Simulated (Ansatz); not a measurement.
NiO (rock salt)

```xyz
2
Lattice="0.0000 2.0578 2.0578 2.0578 0.0000 2.0578 2.0578 2.0578 0.0000" Properties=species:S:1:pos:R:3 pbc="T T T"
O      0.0000     0.0000     0.0000
Ni     2.0578     2.0578     2.0578
```

The slice is a {100} plane (indices of the conventional cell) through the point (0.500, 0.500, 0.500) (fractional), spanned by u = [100] and v = [0 1 -1] in vectors of this cell: u (2.91 Å) and v (2.91 Å, at 90° to u). It covers one period; positions are fractions (u, v).

The numbers are results of PBEsol (plane waves to 420 eV, PAW, scalar-relativistic; Ansatz, a quantum-chemistry and plane-wave program), not measurements. k mesh 19×19×19. These are valence fields of a PAW run, semicore shells included where kept as valence: close to a nucleus they are smooth pseudo fields. NiO is run spin-polarised and with no Hubbard U; the real compound is an antiferromagnetic insulator, a state that this run doesn't describe. NiO was relaxed with its symmetry unable to fall. Relaxed NiO ends ferromagnetic. Other magnetic orders were not checked, so this need not be the ground state.

What is the valence density on the shortest O–Ni line in this plane (2.06 Å), at its midpoint?

0.49 e/Å³.

What is the ELF at the midpoint of the shortest O–Ni line in this plane (2.06 Å)?

0.16.

Predict the map of the valence electron density on the slice.


```
|@@@%#*+=-:..         ..:-=+*#%@@|
|@@%%#*+=-:..         ..:-=+*#%%@|
|%%%#**+=-:..         ..:-=+**#%%|
|%##**+=-::...       ...::-=+**##|
|#***+=--:...............:--=+***|
|*+++=--::...............::--=+++|
|====--::....:::::::::....::--===|
|----:::...:::::---:::::...:::---|
|:::::....:::---------:::....::::|
|........:::--=======--:::.......|
|........::--===+++===--::.......|
|    ...::--==+++++++==--::...   |
|     ..::-==+++***+++==-::..    |
|     ..::-==++*****++==-::..    |
|     ..:--=++*******++=--:..    |
|     ..:--=++*******++=--:..    |
|     ..:--=++*******++=--:..    |
|     ..::-==++*****++==-::..    |
|     ..::-==+++***+++==-::..    |
|    ...::--==+++++++==--::...   |
|........::--===+++===--::.......|
|........:::--=======--:::.......|
|:::::....:::---------:::....::::|
|----:::...:::::---:::::...:::---|
|====--::....:::::::::....::--===|
|*+++=--::...............::--=+++|
|#***+=--:...............:--=+***|
|%##**+=-::...       ...::-=+**##|
|%%%#**+=-:..         ..:-=+**#%%|
|@@%%#*+=-:..         ..:-=+*#%%@|
|@@@%#*+=-:..         ..:-=+*#%@@|
|@@@%%#*=-:..         ..:-=*#%%@@|
```
Scale: ten equal steps from -0.78 (start of ' ') to 1.79 (end of '@'), in the order ' .:-=+*#%@'. Values: log₁₀ of the valence density in e/Å³. The map has 32 points along u (one character each, u = 0 at the left) and 32 along v (v = 0 in the bottom row). The scale is logarithmic, as a density can span decades between atoms and voids.
